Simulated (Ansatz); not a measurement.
Surface calculation: hcp Ti (10-10), 6 layers

The slab is cut from the hcp crystal, the stable phase, as relaxed on PAW files (17.42 Å³/atom), with 16 Å of vacuum and a dipole correction:

```yaml
crystal:
  lattice:
    - [2.93970, 0.00000, 0.00000]
    - [0.00000, 4.65409, 0.00000]
    - [0.00000, 0.00000, 21.94030]
  atoms:
    - { symbol: Ti, position: [0.75000, 0.75000, 0.36463] }
    - { symbol: Ti, position: [0.25000, 0.25000, 0.40330] }
    - { symbol: Ti, position: [0.25000, 0.75000, 0.48066] }
    - { symbol: Ti, position: [0.75000, 0.25000, 0.51934] }
    - { symbol: Ti, position: [0.75000, 0.75000, 0.59670] }
    - { symbol: Ti, position: [0.25000, 0.25000, 0.63537] }
```

Computed with Ansatz 0.2.0; functional PBE, scalar-relativistic. Settings: a Γ-centred 12×8×1 k mesh, Fermi–Dirac smearing of 0.1 eV, no spin polarisation. Methods: LAPW: all electrons, basis error target 1 meV/atom; PAW: frozen-core files, cutoff 420 eV.

The bulk energy comes from a cell in the slab's orientation on a 12×8×7 mesh. The surface energy is (E(slab) − N·E(bulk))/2A at zero smearing, the mean of both faces; thin slabs carry quantum-size effects.

Task: As cut, the LAPW slab lies 3.499 eV above 6 atoms of bulk. What surface energy is that?

Result: Over two faces of 13.68 Å² it is 127.9 meV/Å², and times 16.02 J/m² per eV/Å² that gives γ = 2.049 J/m².

```
method  γ as cut (J/m²)  γ relaxed (J/m²)  Φ as cut (eV)  Φ relaxed (eV)
  LAPW            2.049                 ?           3.81            3.84
```

Task: Give the missing entry: row "LAPW", column "γ relaxed (J/m²)".

Result: 2.008.

Task: How do the spacings between the planes relax?

Result: From the bottom face up: d12 -0.1 % of 0.849 Å, d23 -7.6 % of 1.697 Å, d34 +9.6 % of 0.849 Å, d45 -7.6 % of 1.697 Å, d56 -0.1 % of 0.849 Å.

Task: What changes if the vacuum is set to 7 Å?

Result: LAPW then gives: no gap, work function 3.50 (top) and 3.63 (bottom) eV; PAW: no gap, work function 3.52 (top) and 3.61 (bottom) eV. The program warns that the vacuum is too thin.
